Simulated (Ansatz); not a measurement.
A geometry of Pd away from equilibrium: the start of the relaxation of a generated trial cell of Pd in the AFLOW prototype A_cI16_220_c (as in Li). All values below come from PBE (plane waves to 420 eV, PAW, scalar-relativistic; Ansatz, a program for electronic structure). Γ-centred k-mesh 8×8×8 on the run's cell (coarser than for final values), Fermi–Dirac smearing 0.05 eV.

```xyz
8
Lattice="-3.0875 3.0875 3.0875 3.0875 -3.0875 3.0875 3.0875 3.0875 -3.0875" Properties=species:S:1:pos:R:3:forces:R:3 pbc="T T T" free_energy=-55781.430 pressure_GPa=16.7
Pd     1.2412     1.2412     1.2412    0.6201    0.6201    0.6201
Pd    -1.2412     1.8463     1.2412   -0.6201   -0.6201    0.6201
Pd     1.8463     1.2412    -1.2412   -0.6201    0.6201   -0.6201
Pd     1.2412    -1.2412     1.8463    0.6201   -0.6201   -0.6201
Pd     2.7849     2.7849     2.7849    0.6201    0.6201    0.6201
Pd     0.3026     3.3901    -0.3026   -0.6201   -0.6201    0.6201
Pd     3.3901    -0.3026     0.3026   -0.6201    0.6201   -0.6201
Pd    -0.3026     0.3026     3.3901    0.6201   -0.6201   -0.6201
```

Positions in Å, forces in eV/Å, free energy of the cell in eV (comparable only within this code, potentials and settings). Largest force: 1.07 eV/Å, on Pd1, Pd2, Pd3, Pd4, Pd5, Pd6, Pd7, Pd8 (atoms numbered as listed); the geometry lies 0.19 eV/atom above the end of its relaxation.

No spin polarisation in the result.

The run could not lose the symmetry of its start, so the end can be a saddle point.

The end of the path is a generated cell of Pd: the first start was made by placing the elements on the sites of a structure type, and the end was not matched to a known phase here, so it may be hypothetical. Known forms of Pd include space group No. 225.
